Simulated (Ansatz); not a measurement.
ZrO2 in space group P2_1/c (No. 14; Zr on 4e, O on 4e, O on 4e), plane-wave PAW PBEsol (Ansatz code). The conduction-band minimum lies at Y2, with 1 equivalent valley. Second derivatives d²E/dk² of the lowest band at one valley (eV·Å²), along Cartesian directions:

| direction | d²E/dk² |
|---|---|
| [100] | 6.646 |
| [010] | 7.921 |
| [001] | 1.677 |
| [110] | 7.281 |
| [101] | 6.656 |
| [011] | 4.797 |

Problem. Find the principal effective masses, the density-of-states mass and the conductivity mass.

Solution. Off-diagonal terms follow from H_xy = H[110] − (H_xx + H_yy)/2, and m*/mₑ = 7.620 eV·Å² over each eigenvalue: 0.96, 0.99, 12. One valley's DOS mass (m₁m₂m₃)^(1/3) = 2.2, conductivity mass 3/(Σ 1/mᵢ) = 1.4 mₑ.

Problem. What effective density of states Nc follows at 300 K for parabolic valleys?

Solution. Nc = 2.509e19 × 1 × (2.2)^(3/2) ≈ 8.2e19 cm⁻³.

Symmetry was held in the PBEsol relaxation. No spin polarisation was allowed. Scalar-relativistic: spin–orbit coupling is off unless named, which matters more the heavier the elements.

Potentials: the earlier of the program's two PAW sets. The files were generated under PBE; for other functionals the program regenerates the frozen cores, and for LDA and PBEsol the local potential too.

Edges and masses are those of Kohn–Sham bands, whose gap is no quasiparticle gap.
